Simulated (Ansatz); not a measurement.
# What settings do to one calculation: perovskite alloy of SrTiO3 and BaTiO3 (1 of 4 Sr sites exchanged), 20 atoms with displaced atoms

Ansatz (PAW, plane waves), atoms fixed. The base input:

```yaml
crystal:
  lattice:
    - [7.822220, 0.000000, 0.000000]
    - [0.000000, 7.822220, 0.000000]
    - [0.000000, 0.000000, 3.911110]
  atoms:
    - { symbol: Sr, position: [0.999185, 0.995823, 0.001955] }
    - { symbol: Sr, position: [0.999149, 0.501752, 0.999325] }
    - { symbol: Sr, position: [0.501572, 0.500078, 0.004704] }
    - { symbol: Ba, position: [0.499659, 0.998169, 0.995429] }
    - { symbol: Ti, position: [0.242737, 0.250469, 0.508029] }
    - { symbol: Ti, position: [0.246240, 0.750476, 0.494228] }
    - { symbol: Ti, position: [0.749082, 0.251530, 0.506079] }
    - { symbol: Ti, position: [0.745880, 0.749044, 0.508180] }
    - { symbol: O, position: [0.249001, 0.252303, 0.005753] }
    - { symbol: O, position: [0.252002, 0.752423, 0.996286] }
    - { symbol: O, position: [0.751231, 0.252132, 0.006977] }
    - { symbol: O, position: [0.744968, 0.749746, 0.000233] }
    - { symbol: O, position: [0.005577, 0.253865, 0.503110] }
    - { symbol: O, position: [0.002907, 0.748632, 0.503586] }
    - { symbol: O, position: [0.503432, 0.245548, 0.502272] }
    - { symbol: O, position: [0.496198, 0.751530, 0.504904] }
    - { symbol: O, position: [0.251634, 0.997334, 0.503486] }
    - { symbol: O, position: [0.247851, 0.503465, 0.498237] }
    - { symbol: O, position: [0.747302, 0.996473, 0.505596] }
    - { symbol: O, position: [0.746323, 0.501786, 0.488968] }
kpoints:
  mp_grid: { grid: [2, 2, 2], shift: [0.5, 0.5, 0.5] }
hamiltonian:
  xc: pbesol
scf:
  occupations: { method: fermi_dirac, width: 0.01 }
output:
  forces: true
  eigenvalues: true
  stress: true
  populations: true
```

Command:

```sh
ansatz run in.yaml --threads 7 --pin off --max-ram 13300MiB --runs-dir r --events-out ev --progress --plain
```

It converged in 8 iterations and 3.4 s of wall time on 7 threads of a Neoverse-V2 processor, on a host shared with other runs; peak host memory 0.93 GiB; largest force component 1.11 eV/Å, pressure 0.09 GPa. The cutoff was the default, 420 eV. The base isn't a converged reference: it has few k points, and its atoms are unrelaxed. Each run below changes the keys shown and caps the iterations.

```csv
run,changed,ending,iterations,free energy less the base (meV per atom),rms change of forces (eV/Å),change of pressure (GPa),"wall time (s, shared host)"
1,"occupations methfessel_paxton, max_iter 90",converged,8,0.0,0.000,0.00,2.4 CPU
2,"ecutwfc 120 eV, max_iter 100",converged,12,32526.2,1.641,-24.18,1.2 CPU
3,"width 0.1 eV, mixing algorithm linear, max_iter 70",refused,–,–,–,–,–
4,"xc_grid 3 (2 is the default), dispersion d4, ecutwfc 240 eV, max_iter 50",converged,8,other zero,0.162,-6.59,1.6 CPU
5,"max_iter 90, total_charge 6",converged,17,other zero,0.315,29.67,3.8 CPU
6,"n_extra_bands 4, max_iter 60",converged,10,0.0,0.000,0.00,2.7 CPU
```

«Other zero»: another functional, charge or dispersion term moves the zero of energy, so the difference says nothing of accuracy.

Problem. Which changes leave the result alone, and which of the same physical model moves the forces most?

Solution. The forces move by under 0.002 eV/Å in runs 1, 6. Run 2 (ecutwfc 120 eV, max_iter 100) moves them most among the runs with the same functional, charge and dispersion term, by 1.641 eV/Å.

Problem. Why did some runs give no result?

Solution. - run 3: YAML parse error: error: line 34 column 24: unknown variant `linear`, expected one of auto, anderson, broyden, msr1
